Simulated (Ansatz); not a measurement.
Below is a relaxed structure of CdI₄. The cell was found from a structure generator's guess, not taken from experiment.

The calculation used DFT PBE, scalar-relativistic, plane waves, PAW in Ansatz 0.2.0. Cutoff 420 eV, Γ-centred mesh, Gaussian smearing, no spin polarisation.

```
Cd I
1.0
     6.23337    0.00000    0.00000
     0.00000    6.23337    0.00000
     0.00000    0.00000    6.23337
Cd I
1 4
Direct
  0.50000 0.50000 0.50000
  0.50000 0.00000 0.00000
  0.00000 0.50000 0.00000
  0.00000 0.00000 0.50000
  0.00000 0.00000 0.00000
```

Energies over the elements count from the elements' standard structures at the same level, with no fitted energy shifts.

(1) Find its symmetry and describe it.

(2) What is its formation energy per atom?

(3) Is it a metal?

Results:

(1) Pm-3m (No. 221). Conventional cell: a = 6.233 Å. Cd is surrounded by 12 I at 4.41 Å (long contacts); around I on a site of symmetry 4/mmm lie 2 I at 3.12 Å, 4 Cd at 4.41 Å and 8 I at 4.41 Å; I on a site of symmetry m-3m is surrounded by 6 I at 3.12 Å.

(2) +0.23 eV/atom. It can't be a ground state, since the elements alone are lower.

(3) Yes, bands cross the Fermi level on the 6×6×6 mesh.

The last run used a 6×6×6 mesh for its 5-atom cell and Gaussian smearing of 0.10 eV. These runs have no spin–orbit coupling, which can matter for I. The cell is a metal run without spin; a magnetic state may lie lower. The reference form of I is held partly by dispersion forces, which this level lacks. A structure relaxed within its symmetry needn't be a true minimum.
